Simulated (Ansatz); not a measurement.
## ZrTiB₄, first-principles data

ZrTiB₄:
```
CELL_PARAMETERS angstrom
      3.09070     0.00000     0.00000
      0.00000     3.36755     0.00000
      0.00000     0.00000     5.35009
ATOMIC_POSITIONS crystal
  Ti 0.00000 0.00000 0.00000
  B  0.50000 0.50000 0.16136
  B  0.00000 0.50000 0.32611
  Zr 0.50000 0.00000 0.50000
  B  0.00000 0.50000 0.67389
  B  0.50000 0.50000 0.83864
```

Space group Pmmm (No. 47); conventional cell a = 3.0907 Å, b = 3.3676 Å, c = 5.3501 Å, α = β = γ = 90.00°.

Method: the program Ansatz at the PBEsol level (PAW). The cell and atoms are relaxed at this level. Other levels are named where they apply.

### Cell and energy

| Item | Value |
|---|---|
| Volume per atom | 9.28 Å³ |
| Density | 5.44 g/cm³ |
| Formation energy from the elements (no fitted shifts) | -1.06 eV/atom |

### Electronic structure

| Quantity | Value |
|---|---|
| Electronic character | metallic (no gap) |
| Density of states at the Fermi level | 0.10 states/eV per atom (mean over ±0.08 eV) |
| Gap with spin–orbit coupling | none (metallic) |

### Mechanics

| Property | Value |
|---|---|
| Bulk modulus (Birch–Murnaghan fit) | 254 GPa |
| Pressure derivative B′ | 3.9 |

### Phonons

| Item | Value |
|---|---|
| Highest zone-centre frequency | 908 cm^-1 |
| Zone-centre stability | no imaginary mode at Γ |

The start of the workflow was typed in or built on a structure type; neither database checked (COD, Materials Project) lists it. Whether it is the stable phase at ambient conditions was not checked. The cell was relaxed with PBEsol under the symmetry of its start. No spin polarisation was allowed. As this level gives no gap, phonon frequencies hold no LO–TO term and depend on the k-mesh and smearing (Fermi–Dirac, 0.1 eV here). The references are the lowest solids computed at this level, not always the standard phases. Spin–orbit coupling is left out wherever it is not named.

Potentials: the earlier of the program's two PAW sets. The files were generated under PBE; for other functionals the program regenerates the frozen cores, and for LDA and PBEsol the local potential too.
